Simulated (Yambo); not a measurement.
G0W0@PBEsol for CdZnS$_{2}$ (space group P-4m2, No. 115) in Yambo. Reference settings: 4×4×2 Γ-centred k mesh, bands 17 to 214 and a 6 Ry block in the screening, 214 bands in G with the Bruneval-Gonze terminator, plasmon pole fitted at 27.2 eV. The PBEsol gap Γ → Γ on this mesh is 1.36 eV; G0W0 gaps are taken between the same points.

With and without the terminator, as bands are cut:

```json
[
 {"bands in G (in W)": "100 (214)", "gap, terminator (eV)": "2.605", "gap, none (eV)": "2.507", "valence shift, terminator (eV)": "-0.611", "valence shift, none (eV)": "-0.085"},
 {"bands in G (in W)": "148 (214)", "gap, terminator (eV)": "2.587", "gap, none (eV)": "2.512", "valence shift, terminator (eV)": "-0.682", "valence shift, none (eV)": "-0.393"},
 {"bands in G (in W)": "214 (214)", "gap, terminator (eV)": "2.583", "gap, none (eV)": "2.532", "valence shift, terminator (eV)": "-0.707", "valence shift, none (eV)": "-0.542"}
]
```

Over this range the gap spans 0.022 eV with the terminator and 0.025 eV without, the valence shift 0.096 eV and 0.457 eV. Neither column has reached its limit for certain.

Spin-orbit coupling is included.

Geometry relaxed with PBEsol; primitive cell a = b = 3.9281 Å, c = 5.6524 Å, α = β = γ = 90.00°.

The structure is a Materials Project entry; no match was found in the copy of COD used, and its stability was not checked.

A shift is the quasiparticle energy of the state minus its PBEsol energy.
